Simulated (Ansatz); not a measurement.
Given:

Si₂W:
```cif
data_Si2W
_chemical_formula_sum 'Si2 W1'
_space_group_name_H-M_alt 'P 1'
_space_group_IT_number 1
_cell_length_a 4.51605
_cell_length_b 4.51605
_cell_length_c 4.51605
_cell_angle_alpha 138.337
_cell_angle_beta 138.337
_cell_angle_gamma 60.387
loop_
_space_group_symop_operation_xyz
  'x, y, z'
loop_
_atom_site_label
_atom_site_type_symbol
_atom_site_fract_x
_atom_site_fract_y
_atom_site_fract_z
_atom_site_occupancy
Si1 Si 0.33482 0.33482 0.00000 1
Si2 Si 0.66518 0.66518 0.00000 1
W1 W 0.00000 0.00000 0.00000 1
```

This is the r²SCAN-relaxed structure.

Problem. All from the program Ansatz at the r²SCAN level (PAW), unless another level is named. Give the electronic character.

Solution. metallic (no gap).

Problem. Predict the formation energy from the elements (no fitted shifts).

Solution. -0.31 eV/atom.

Problem. What about the density of states at the Fermi level?

Solution. 0.06 states/eV per atom (mean over ±0.08 eV).

Space group I4/mmm (MoSi2 or CaC2 type). The cell was relaxed with r²SCAN under the symmetry of its start. The run is not spin-polarised. The references are the lowest solids computed at this level, not always the standard phases. Spin–orbit coupling is left out wherever it is not named.

Potentials: the earlier of the program's two PAW sets.
